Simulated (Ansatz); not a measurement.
A distorted cell of Cu (fcc, Cu type):

```
Cu
1.0
    3.56339     0.00000     0.00000
    0.00000     3.56339     0.00000
    0.00000     0.00000     3.56339
Cu
4
Direct
  0.00000   0.00000   0.00000
  0.50000   0.50000   0.00000
  0.50000   0.00000   0.50000
  0.98597   0.50000   0.50000
```

These are PBEsol (plane waves to 420 eV, PAW, scalar-relativistic; Ansatz, a quantum-chemistry and plane-wave program) values and carry that method's errors. k mesh 11×11×11 (Γ-centred), Fermi-Dirac smearing 0.05 eV. E stands for the smeared free energy. Stress and pressure are positive under compression. With partly filled bands, energies and forces of such displacements shift with the k mesh and the smearing. Cu is run without spin polarisation. Cu was relaxed with its symmetry unable to fall. The PAW data are Ansatz's earlier set.

### Question
Predict the force on every atom, in eV/Å.

### Answer
| atom | Fx | Fy | Fz |
|---|---|---|---|
| Cu1 | 0.003 | 0.000 | 0.000 |
| Cu2 | -0.195 | 0.000 | 0.000 |
| Cu3 | -0.195 | 0.000 | 0.000 |
| Cu4 | 0.387 | 0.000 | 0.000 |

### Question
In it atom 4 sits (-0.050, 0.000, 0.000) Å away from its relaxed site. What is its energy relative to the relaxed cell?

### Answer
10 meV/cell.

(A displaced cell: forces are minus the slopes of the energy, force constants its curvatures, and phonons follow from these.)
